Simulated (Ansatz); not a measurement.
A free-standing Janus 2H monolayer of FeClBr was relaxed with 5 functionals in the plane-wave code Ansatz, cell and atoms free, the symmetry of the start kept (meshes: PBE 12×12×1, r2SCAN 12×12×1, PBEsol 12×12×1, LDA 12×12×1, HSE06 6×6×1). (Calculated; spin-unpolarised; the phase may be known or hypothetical.)

The PBEsol result:
```
Fe Cl Br
1.0
     3.33182    0.00000    0.00000
    -1.66591    2.88544    0.00000
     0.00000    0.00000   29.95449
Fe Cl Br
1 1 1
Direct
  0.33333 0.66667 0.29571
  0.66667 0.33333 0.35118
  0.66667 0.33333 0.25448
```
Periodic in the plane only; c spans the vacuum.

In-plane lattice: a = 3.332 Å, b = 3.332 Å, γ = 120.0°; thickness between the outer nuclei 2.90 Å. Fe is surrounded by 3 Br at 2.29 Å and 3 Cl at 2.54 Å; Cl is surrounded by 3 Fe at 2.54 Å; Br is surrounded by 3 Fe at 2.29 Å.

Q: How does the cell change with r2SCAN?

A: a = 3.404 Å; the area differs by +4.4 % from PBEsol's. Around Fe lie 3 Br at 2.37 Å and 3 Cl at 2.57 Å; around Cl lie 3 Fe at 2.57 Å; around Br lie 3 Fe at 2.37 Å.

Q: How does the cell change with LDA?

A: a = 3.291 Å; the area differs by -2.5 % from PBEsol's. Fe has 3 Br at 2.26 Å and 3 Cl at 2.51 Å; Cl has 3 Fe at 2.51 Å; Br has 3 Fe at 2.26 Å.

Q: Held at the r2SCAN cell, what mean stress do LDA and PBE find, and does its sign point to their own minimum?

A: Yes. LDA -4.40 N/m, and its relaxed area is -6.6 % from r2SCAN's; PBE -0.26 N/m, and its relaxed area is -0.1 % from r2SCAN's. Compression counts positive, so a positive stress asks for a larger cell.
